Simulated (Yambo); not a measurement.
```
LiHS
1.0
    6.10113     0.00000     0.00000
    0.00000     3.92342     0.00000
    0.00000     0.00000     7.83277
H Li S
4 4 4
Cartesian
  0.00000   0.04127   7.31683
  0.00000   3.88215   3.40044
  3.05057   3.43311   3.90887
  3.05057   0.49031   7.82525
  1.52431   1.94927   1.94660
  4.57682   1.97415   5.86299
  4.57682   1.94927   1.94660
  1.52431   1.97415   5.86299
  0.00000   0.01236   5.97484
  0.00000   3.91106   2.05845
  3.05057   2.09107   3.91317
  3.05057   1.83235   7.82956
```

LiHS (space group Pmc2_1, No. 26): mean Im ε in 1 eV windows above the direct gap of 5.74 eV, for different electron-hole kernels (Yambo, broadening 0.15 eV, LDA (pw.x of Quantum ESPRESSO, ONCV potentials, without SOC) bands; 4×4×2 mesh, 12 valence and 20 conduction bands, static screening with 89 bands and a 3 Ry block, scissor 2.51 eV, Tamm-Dancoff; field along x).

| window (eV) | independent quasiparticles | BSE |
|---|---|---|
| 5.7 to 6.7 | 0.5 | 5.9 |
| 6.7 to 7.7 | 1.3 | 3.8 |
| 7.7 to 8.7 | 3.8 | 3.4 |
| 8.7 to 9.7 | 5.2 | 3.3 |
| 9.7 to 10.7 | 4.7 | 2.0 |
| 10.7 to 11.7 | 3.6 | 2.1 |

This run doesn't resolve bound excitons or single peaks, so only averages are given, and they too depend on the mesh; weight that the attraction moves below the gap isn't listed. All transitions below 13.71 eV are in the band window. The scissor comes from a G0W0 run whose convergence isn't established.

Geometry of the Materials Project entry, not relaxed at this level.
